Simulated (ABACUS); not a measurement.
Input and output of a self-consistent single point for the (110) slab of Si3N4 (cut from a parent of space group no. 176; 28 atoms in the cell) (ABACUS).

Computed with PBE, numerical atomic orbitals DZP (confined pseudo-atomic orbitals with Gaussian additions; energy shift 0.01 Ry), PseudoDojo 0.5 standard norm-conserving PBE (tails mended) pseudopotentials in ABACUS.

Input as run:

```
# file: INPUT
INPUT_PARAMETERS
calculation          scf
basis_type           lcao
pseudo_dir           ./
orbital_dir          ./
ecutwfc              100.0
symmetry             1
symmetry_prec        1e-05
smearing_method      fd
smearing_sigma       0.00734986
efield_flag          1
dip_cor_flag         1
efield_dir           2
efield_pos_max       0.95
efield_pos_dec       0.1
efield_amp           0.0
ks_solver            genelpa
scf_nmax             100
scf_thr              1.0e-07
mixing_type          pulay
mixing_beta          0.4
cal_force            1
cal_stress           1
out_mul              1
device               cpu
# file: STRU
ATOMIC_SPECIES
Si 28.085 Si.upf
N 14.007 N.upf

NUMERICAL_ORBITAL
Si_pbe_6.9au_2s2p1d.orb
N_pbe_4.8au_2s2p1d.orb

LATTICE_CONSTANT
1.889726125

LATTICE_VECTORS
   2.9237930000    0.0000000000    0.0000000000
   0.0000000000   13.2557470000    0.0000000000
   0.0000000000    0.0000000000   14.9871850000

ATOMIC_POSITIONS
Direct

Si
0.0
12
   0.2500000000    0.9530650000    0.3589320000
   0.7500000000    0.5469350000    0.3873630000
   0.7500000000    0.3375250000    0.4651900000
   0.2500000000    0.1624750000    0.2811070000
   0.2500000000    0.1344600000    0.4794020000
   0.7500000000    0.3655400000    0.2668950000
   0.2500000000    0.4530650000    0.6126370000
   0.7500000000    0.0469350000    0.6410680000
   0.7500000000    0.8375250000    0.7188930000
   0.2500000000    0.6624750000    0.5348100000
   0.2500000000    0.6344600000    0.7331050000
   0.7500000000    0.8655400000    0.5205980000

N
0.0
16
   0.2500000000    0.0833330000    0.3731510000
   0.7500000000    0.4166670000    0.3731510000
   0.2500000000    0.8996700000    0.4647230000
   0.7500000000    0.6003300000    0.2815730000
   0.7500000000    0.9150750000    0.3050270000
   0.2500000000    0.5849250000    0.4412770000
   0.2500000000    0.2654050000    0.4671520000
   0.7500000000    0.2345950000    0.2791520000
   0.2500000000    0.5833330000    0.6268490000
   0.7500000000    0.9166670000    0.6268490000
   0.2500000000    0.3996700000    0.7184270000
   0.7500000000    0.1003300000    0.5352770000
   0.7500000000    0.4150750000    0.5587230000
   0.2500000000    0.0849250000    0.6949800000
   0.2500000000    0.7654050000    0.7208480000
   0.7500000000    0.7345950000    0.5328550000
# file: KPT
K_POINTS
0
Gamma
5 1 1 0 0 0
```

Log, with long lists cut:

```
 SELF-CONSISTENT
 -------------------------------------------

                  longest orb rcut (Bohr) = 6.9
   longest nonlocal projector rcut (Bohr) = 1.94
                     search radius (Bohr) = 17.7

                          real space grid = [ 36, 160, 192 ]
                                 init_chg = atomic

 Adding external electric field:
         Computed dipole along efield_dir = 2
                   Elec. dipole (Ry a.u.) = -7.30651e-05
                     Ion dipole (Ry a.u.) = 6.35564e-06
                   Total dipole (Ry a.u.) = 7.94207e-05
                 Potential amplitute (Ry) = -0.00404879
   [... lines left out ...]
         Computed dipole along efield_dir = 2
                   Elec. dipole (Ry a.u.) = 6.39602e-06
                     Ion dipole (Ry a.u.) = 6.35564e-06
                   Total dipole (Ry a.u.) = -4.03796e-08
                 Potential amplitute (Ry) = 2.05851e-06
                      Total length (Bohr) = 25.4895

 Density error is 7.98251320689e-08
 E_KohnSham     -433.2584577037      -5894.7837314621
 E_KS(sigma->0) -433.2426923671      -5894.5692330531
 E_entropy(-TS) -0.0315306733        -0.4289968180
 E_efield       0.0000000000         0.0000000000
 E_Fermi        0.1034596378         1.4076405872
 charge density convergence is achieved
 final etot is -5894.7837315 eV
 EFERMI = 1.4076405872 eV

 STATE ENERGY(eV) AND OCCUPATIONS    NSPIN == 1
   [... 74 lines left out ...]

 TOTAL-FORCE (eV/Angstrom)
                       Si1         0.0000000000        -1.9489716772        -2.4673848988
                       Si2         0.0000000000         0.4612869886        -0.6945623080
                       Si3         0.0000000000        -0.3604879779         0.5663519717
                       Si4         0.0000000000        -0.8955773521         1.7314351047
                       Si5         0.0000000000         0.0135611470         1.0766287085
                       Si6         0.0000000000         2.3747810383        -1.1607603623
                       Si7         0.0000000000        -0.4612287782         0.6944893415
   [... lines left out ...]

 TOTAL-STRESS (KBAR)
       -14.2309045674         0.0000000000         0.0000000000
         0.0000000000        36.5220102634        -7.6837899773
         0.0000000000        -7.6837899773        35.5102170208
 TOTAL-PRESSURE: 19.267108 KBAR

 --------------------------------------------
 !FINAL_ETOT_IS -5894.7837314621292535 eV
 --------------------------------------------
```

The run converged in 41 iterations. For comparison: a first run was changed to give this one (vacuum of 8 angstrom; efield_flag: default → 1; dip_cor_flag: default → 1; efield_dir: default → 2; efield_pos_max: default → 0.95; efield_pos_dec: default → 0.1; efield_amp: default → 0), and from it to this one the free energy drops by 1.0 meV/atom and the largest force moves little (3.146 to 3.145 eV/Å).

The atom-centred basis is finite, which shifts total energies and forces against plane waves. Forces above 1 eV/Å remain at this geometry, of which the finite basis can carry a part. The bare cut can leave dangling bonds, and the run has no spin polarisation, so a lower magnetic or reconstructed surface may exist. No clean gap shows at this smearing width and mesh (spacing up to 0.47 Å⁻¹); the mesh is coarse for partly filled bands, so the values carry mesh errors.

Cost on one core: roughly 2.0 core-minutes.

The atomic orbitals were generated for these runs; they are not ABACUS's published sets and were checked against plane waves on a few crystals only.

“Tails mended”: in these copies of the files the far tail of each local potential was reset to the Coulomb form.
